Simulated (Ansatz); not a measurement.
This is a known allotrope of Y, reached from a generated start. Known forms of Y include space group No. 194.

A relaxed cell of Y (Im-3m (No. 229)), relaxed on a k-mesh at least as fine as the one used below. Computed with r2SCAN (plane waves to 500 eV, PAW, scalar-relativistic; Ansatz, an electronic-structure program). Γ-centred k-mesh 6×11×11 on the run's cell (coarser than for final values), Fermi–Dirac smearing 0.05 eV.

```
CELL_PARAMETERS angstrom
     -4.06673     4.06673     4.06673
      2.03336    -2.03336     2.03336
      2.03336     2.03336    -2.03336
ATOMIC_POSITIONS crystal
  Y  0.00000 0.00000 0.00000
  Y  0.50000 0.00000 0.00000
```

The atoms are displaced by (Å):

```tsv
atom	ux	uy	uz
Y1	0.084	0.157	-0.090
Y2	0.069	-0.134	-0.050
```

Problem. What forces (eV/Å) and pressure result?

Solution. 
| atom | Fx | Fy | Fz |
|---|---|---|---|
| Y1 | -0.02 | -0.28 | -0.39 |
| Y2 | 0.02 | 0.28 | 0.39 |

Pressure +0.2 GPa.

The undisplaced cell is probably no minimum: from this displacement the run went on to P6₃/mmc (No. 194), 0.10 eV/atom below it.

No spin polarisation in the result.
